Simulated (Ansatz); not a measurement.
Al:
```
Al
1.0
    0.00000     1.98743     1.98743
    1.98743     0.00000     1.98743
    1.98743     1.98743     0.00000
Al
1
Direct
  0.00000   0.00000   0.00000
```

Relaxed with r²SCAN+D4.

**Question.** Which orbitals make up the states near the Fermi level in the program Ansatz at the r²SCAN+D4 level (PAW)?

**Answer.** Within 0.5 eV of the Fermi level: Al 3p 65 %, Al 3s 28 %, outside the projected shells 6 %. Projections are on Löwdin-orthogonalised atomic valence shells; empty p or d shells of many metals are not among them.

**Question.** Tabulate the density of states.

**Answer.** States/eV per cell of 1 atom, in 0.25 eV bins, energy from the Fermi level.

```tsv
E (eV)	total	Al 3p	Al 3s
-7.85	0.22	0.15	0.06
-7.60	0.22	0.16	0.06
-7.35	0.23	0.16	0.07
-7.10	0.24	0.17	0.07
-6.85	0.24	0.17	0.07
-6.60	0.25	0.18	0.07
-6.35	0.26	0.19	0.07
-6.10	0.26	0.19	0.07
-5.85	0.27	0.20	0.07
-5.60	0.28	0.21	0.07
-5.35	0.30	0.23	0.07
-5.10	0.30	0.24	0.07
-4.85	0.29	0.23	0.06
-4.60	0.27	0.22	0.05
-4.35	0.29	0.21	0.07
-4.10	0.30	0.22	0.08
-3.85	0.31	0.22	0.09
-3.60	0.33	0.23	0.09
-3.35	0.35	0.25	0.09
-3.10	0.35	0.25	0.09
-2.85	0.34	0.24	0.09
-2.60	0.34	0.24	0.09
-2.35	0.32	0.23	0.09
-2.10	0.30	0.21	0.09
-1.85	0.32	0.23	0.08
-1.60	0.33	0.24	0.09
-1.35	0.35	0.24	0.10
-1.10	0.39	0.26	0.11
-0.85	0.38	0.26	0.10
-0.60	0.35	0.25	0.09
-0.35	0.32	0.23	0.08
-0.10	0.31	0.21	0.08
0.15	0.38	0.23	0.12
0.40	0.39	0.24	0.12
0.65	0.40	0.25	0.12
0.90	0.39	0.24	0.11
1.15	0.38	0.24	0.11
1.40	0.38	0.24	0.11
1.65	0.38	0.24	0.10
1.90	0.38	0.24	0.10
2.15	0.39	0.24	0.11
2.40	0.40	0.23	0.12
2.65	0.41	0.24	0.12
2.90	0.41	0.24	0.12
3.15	0.42	0.24	0.12
3.40	0.42	0.24	0.12
3.65	0.43	0.24	0.12
3.90	0.43	0.25	0.12
4.15	0.44	0.25	0.12
4.40	0.44	0.25	0.11
4.65	0.45	0.26	0.11
```

Space group Fm-3m (fcc (Cu type)). Symmetry was held in the r²SCAN+D4 relaxation. The pairwise dispersion correction was not fitted to metals.

Potentials: the earlier of the program's two PAW sets.
